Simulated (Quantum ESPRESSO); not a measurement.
## AlAg3Sc3Ru (one composition in several site orders)

A calculation, not a measurement. The program is pw.x of Quantum ESPRESSO 7.5 (plane-wave density functional theory). The cell is made up: eight metal atoms on a face-centred cubic lattice, with elements, volume, strain and displacements drawn at random and not relaxed, so it may be unstable or far from any real phase. PseudoDojo standard norm-conserving files set the functional (PBE unless stated); there is no spin polarisation or spin-orbit coupling, the Fermi-Dirac width of 0.25 eV means electrons at about 2900 K, and the masses in the input are unused placeholders. A spin test at this wide smearing found no moment, but such smearing suppresses magnetism that the real alloy may have.

The runs put one composition on the sites in different orders. Cell, positions, cutoff, mesh and smearing stay as in the input of run 1; sites are counted in its order. Stress in the tables is positive in tension.

Input of run 1:

```
&control calculation='scf', pseudo_dir='./dojo.nc.sr.pbe.v0_5.standard.upf', outdir='./o', disk_io='minimal', tprnfor=.true., tstress=.true. /
&system ibrav=0, nat=8, ntyp=4, nbnd=68, ecutwfc=84.00895049, nosym=.true., tot_charge=0,
 occupations='smearing', smearing='fd', degauss=0.0183746611
/
&electrons conv_thr=1.470e-08, electron_maxstep=70, mixing_beta=0.5 /
ATOMIC_SPECIES
Ag 1.0 Ag.upf
Al 1.0 Al.upf
Ru 1.0 Ru.upf
Sc 1.0 Sc.upf
CELL_PARAMETERS angstrom
-4.1561 -0.0139 -0.0525
-2.1182 -4.1177 -2.049
-2.0132 -4.2643 6.335
ATOMIC_POSITIONS angstrom
Al 0.0296 0.0035 -0.0457
Ag -2.0029 -4.2409 2.1427
Sc -2.0683 -1.9896 -0.0539
Ag -4.1814 -6.3648 2.098
Sc -4.2035 -4.2382 4.2312
Ag -4.1429 -4.129 -0.077
Ru -4.1163 -2.1238 2.0441
Sc -6.1157 -6.3432 4.144
K_POINTS automatic
6 5 3 1 1 1
```

| run | elements on sites 1 to 8 | free energy less that of run 1 (eV) | -TS (eV) | pressure (GPa) | stress xx (GPa) | stress yy (GPa) | stress zz (GPa) | stress yz (GPa) | stress xz (GPa) | stress xy (GPa) | iterations |
| --- | --- | --- | --- | --- | --- | --- | --- | --- | --- | --- | --- |
| 1 | Al Ag Sc Ag Sc Ag Ru Sc | 0.000 | -1.495 | 3.79 | -3.92 | -4.60 | -2.86 | -3.07 | 1.04 | 0.15 | 16 |
| 2 | Ag Sc Sc Ag Al Ag Ru Sc | -0.938 | -1.399 | 3.04 | -1.91 | -3.33 | -3.87 | -1.52 | 0.68 | 0.50 | 15 |
| 3 | Ag Ag Sc Sc Ru Ag Al Sc | -1.641 | -1.219 | 2.55 | -5.73 | 3.50 | -5.42 | -1.00 | 1.76 | 0.91 | 17 |
| 4 | Al Ag Sc Ag Ag Sc Sc Ru | -0.283 | -1.401 | 3.22 | -3.83 | -3.52 | -2.31 | -4.31 | 1.14 | 0.26 | 16 |
| 5 | Al Sc Ag Sc Ag Sc Ru Ag | -1.380 | -1.171 | 2.23 | -2.70 | -0.10 | -3.89 | -0.65 | 1.52 | 0.49 | 15 |
| 6 | Ag Ag Al Ag Sc Sc Sc Ru | -1.002 | -1.403 | 2.56 | -1.26 | -5.11 | -1.33 | -1.34 | 1.90 | 0.78 | 17 |

Forces Fx Fy Fz (eV/Å):

| site | run 1 | run 2 | run 3 | run 4 | run 5 | run 6 |
| --- | --- | --- | --- | --- | --- | --- |
| 1 | -0.20 -0.46 0.67 | 0.04 -0.19 -0.12 | -0.24 -0.07 0.20 | -0.08 0.74 -0.97 | 0.02 -0.77 0.08 | -0.15 0.02 0.20 |
| 2 | -0.31 0.09 -0.56 | -0.42 0.88 -1.30 | -0.38 0.20 -0.31 | -0.31 0.02 -0.02 | -0.56 0.93 -0.67 | -0.35 0.04 -0.28 |
| 3 | -0.01 -0.80 2.43 | 0.03 -0.39 1.81 | 0.18 -0.12 0.40 | 0.23 -0.38 -1.84 | 0.11 -0.34 -0.05 | 0.13 -0.57 -1.06 |
| 4 | 0.18 0.46 -0.42 | 0.30 0.12 -0.01 | 0.51 -0.13 -0.31 | 0.19 0.38 0.41 | 0.33 0.15 -0.07 | 0.20 0.64 0.27 |
| 5 | 0.82 0.91 -2.00 | 0.53 0.39 -0.97 | 0.74 -0.07 -0.54 | 0.46 -0.26 -0.16 | 0.47 -0.06 -0.04 | 0.65 -0.70 0.04 |
| 6 | 0.07 -0.06 0.29 | 0.04 -0.13 0.41 | 0.04 -0.06 0.57 | -0.04 0.52 -0.09 | 0.12 -0.32 -0.03 | -0.07 0.67 -0.39 |
| 7 | 0.10 0.18 -0.55 | 0.05 -0.47 0.02 | -0.09 -0.27 0.13 | -0.01 -0.25 0.94 | -0.03 0.33 0.24 | 0.07 -0.11 -0.10 |
| 8 | -0.65 -0.32 0.13 | -0.58 -0.21 0.17 | -0.76 0.52 -0.14 | -0.44 -0.77 1.74 | -0.46 0.09 0.54 | -0.47 0.01 1.32 |

The sites are displaced and not relaxed, so the energy differences mix bonding between neighbours with strain and are not ordering energies. A rerun of one cell of this series at a higher cutoff and on a denser mesh moved values by no more than 0.004 eV in energy, 0.07 GPa in stress and 0.005 eV/Å in force, and a second program with other atomic files agreed on that cell to 2 % rms in force and 0.5 GPa in pressure.